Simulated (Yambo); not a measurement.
Yambo run on NaAuO2 (space group C2/m, No. 12). The wavefunctions are PBEsol (pw.x of Quantum ESPRESSO, ONCV potentials, without SOC) ones on a 4×4×2 mesh (20 occupied bands); a = 3.638 Å, b = 3.638 Å, c = 6.145 Å, α = 116.24°, β = 116.24°, γ = 48.91°.

Yambo input:

```
rim_cut
HF_and_locXC
RandQpts= 1000000
RandGvec= 1 Ry
EXXRLvcs= 88 Ry
VXCRLvcs= 352 Ry
% QPkrange
 1 | 1 | 20 | 21 |
 4 | 4 | 20 | 21 |
 5 | 5 | 20 | 21 |
 6 | 6 | 20 | 21 |
 11 | 11 | 20 | 21 |
 13 | 13 | 20 | 21 |
 14 | 14 | 20 | 21 |
%
```

k points by index: 1 = Γ, 4 = (0, 0.25, -0.5), 5 = (0, -0.5, 0), 6 = (0, -0.5, -0.5), 11 = (0.25, -0.25, 0), 13 = (-0.5, -0.5, 0), 14 = (-0.5, -0.5, -0.5).

Resulting energies as the program prints them:

```
#    K-point    Band    Eo [eV]    Ehf [eV]    Vxc [eV]    Vnlxc [eV]
#
    1    20    -0.096201    -5.891249    -21.00497    -26.80002
    1    21    2.720422    7.073641    -22.32473    -17.97151
    4    20    -0.702733    -6.445931    -20.58986    -26.33306
    4    21    1.432922    5.448584    -20.43677    -16.42110
    5    20    -0.014481    -5.686457    -20.94266    -26.61464
    5    21    2.072904    6.416159    -22.31798    -17.97473
    6    20    -0.020517    -5.700586    -20.97739    -26.65746
    6    21    2.012748    6.328382    -22.17143    -17.85580
    11    20    0.000000    -5.676239    -21.04450    -26.72074
    11    21    2.094135    6.433274    -22.38611    -18.04698
    13    20    -0.227465    -5.716529    -20.94494    -26.43401
    13    21    2.854212    7.293292    -22.57069    -18.13161
    14    20    -0.109061    -5.803952    -21.31413    -27.00902
    14    21    2.707725    7.048279    -22.32583    -17.98528
```
Exchange alone, without screening.

Geometry relaxed with PBEsol.

The structure is a Materials Project entry; no match was found in the copy of COD used, and its stability was not checked.
